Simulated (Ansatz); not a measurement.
# RbCr5S8: computed property card

RbCr₅S₈:
```
CELL_PARAMETERS angstrom
      9.01014     1.74977     0.00000
     -9.01014     1.74977     0.00000
     -2.30658     0.00000     8.46604
ATOMIC_POSITIONS crystal
  Rb 0.50000 0.50000 0.00000
  Cr 0.29540 0.70460 0.16485
  Cr 0.70460 0.29540 0.83515
  Cr 0.34121 0.65879 0.52553
  Cr 0.65879 0.34121 0.47447
  Cr 0.00000 0.00000 0.50000
  S  0.23806 0.76194 0.65617
  S  0.76194 0.23806 0.34383
  S  0.17169 0.82831 0.98617
  S  0.82831 0.17169 0.01383
  S  0.08569 0.91431 0.33024
  S  0.91431 0.08569 0.66976
  S  0.42298 0.57702 0.35219
  S  0.57702 0.42298 0.64781
```
The run is spin-polarised; directions of the spins, atom by atom: 0 ↑ ↑ ↑ ↑ ↑ 0 0 0 0 0 0 0 0.

Space group C2/m (No. 12); conventional cell a = 18.020 Å, b = 3.500 Å, c = 8.775 Å, α = γ = 90.00°, β = 105.24°.

Method: the program Ansatz at the r²SCAN level (PAW). Structure relaxed to zero pressure with the same functional. Other levels are named where they apply.

### Cell and energy

Volume per atom: 19.07 Å³
Density: 3.74 g/cm³
Formation energy from the elements (no fitted shifts): -1.15 eV/atom

### Electronic structure

- Band gap: 0.89 eV (indirect)
- Valence-band maximum: at M2 (k = 0.500, 0.500, 0.500 in fractions of the reciprocal vectors)
- Conduction-band minimum: on the D2–A line, 28 % of the way from D2 (k = 0.177, 0.188, -0.500 in fractions of the reciprocal vectors) (4 equivalent valleys)
- Smallest direct gap on the standard path: 1.28 eV
- Electron effective mass: 0.77, 1.7, 6.4 mₑ (principal values)
- Hole effective mass: 0.71, 2.0, 2.6 mₑ (principal values)

### Magnetism

- Magnetic order: ferromagnetic
- Net moment: 1.07 μB per atom

### Charges

- Bader charges: Rb +0.84, Cr +1.40 to +1.41, S -1.06 to -0.92 e

The workflow started from a Materials Project entry (that database holds measured and hypothetical structures alike); the Crystallography Open Database files this formula in space group No. 12, but the cells were not matched. Its standing as an ambient phase is unchecked. Symmetry was held in the r²SCAN relaxation; its stability against distortions is not shown here. Spin order of the final state: ferromagnetic, the only order run, not a proven ground state. Other orbital occupations within this spin state were not tried. No Hubbard U is applied. Point labels and valley counts follow the cell and symmetry of the run, lower than the named group. The references are the lowest solids computed at this level, not always the standard phases. Spin–orbit coupling is left out wherever it is not named.

Potentials: the later of the program's two PAW sets.
